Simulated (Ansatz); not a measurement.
## GdO (CsCl-type structure)

Level of theory: DFT, PBE+U (U_eff = 6 eV on Gd 4f), scalar-relativistic, collinear spin; plane waves to 420 eV with PAW datasets (Ansatz 0.2.0), 10×10×10 k-mesh, Gaussian smearing of 0.05 eV; PAW files: Ansatz's generated set soft_2.

Space group Pm-3m (No. 221). a = 3.033 Å, b = 3.033 Å, c = 3.033 Å, α = 90.00°, β = 90.00°, γ = 90.00°
```tsv
atom	site	symmetry	x	y	z
Gd	1a	m-3m	0.0000	0.0000	0.0000
O	1b	m-3m	0.5000	0.5000	0.5000
```

This is a trial structure; measured cells of the compound in the Crystallography Open Database are in space group F-43m.

Magnetic state: ferromagnetic, site spin moments Gd 7.18 μB.

The cell above was scaled in volume, its shape and atoms being fixed by the lattice's symmetry. Energies are counted from the cell above.

The cell is relaxed to zero pressure at this level.

```
V (Å³/atom)  ΔE (meV/atom)  P (GPa)  largest moment (μB)
      13.18           19.4      8.6                 7.16
      13.39            9.9      6.0                 7.17
      13.66              ?        ?                    ?
      13.94            0.0      0.0                 7.18
      14.22            2.4     -2.5                 7.20
      14.50            8.6     -4.7                 7.21
      14.92           24.5     -7.4                 7.23
      15.34           47.3     -9.9                 7.25
```

Task: Fill in the withheld row.

Result: ΔE (meV/atom): 2.3, P (GPa): 2.8, largest moment (μB): 7.18.

Task: What do the points give for the equilibrium volume, the bulk modulus and its pressure derivative (third-order Birch–Murnaghan)?

Result: V0 = 13.94 Å³/atom, B0 = 132 GPa, B0′ = 5.2.

B0·V0 = 131.8 GPa × 13.94 Å³ = 11.47 eV/atom sets the scale: near the minimum ΔE ≈ ½ B0 V0 x², with x = V/V0 − 1, and a pressure of 1.3 GPa squeezes the volume by about 1 %. At the ends of the curve: x = −5.5 % predicts 17.2 meV/atom and the run gives 19.4; x = +10.0 % predicts 57.6 meV/atom and the run gives 47.3. The lopsidedness is anharmonic: atoms resist being pushed together more than being pulled apart.

These numbers lack spin–orbit coupling. The run wasn't fully tested for a lower electronic state. Site moments are of spin, integrated over atomic spheres. A U of this size is made for insulators; in a metal, as here, it tends to take f weight out of the bonding and to swell the cell.
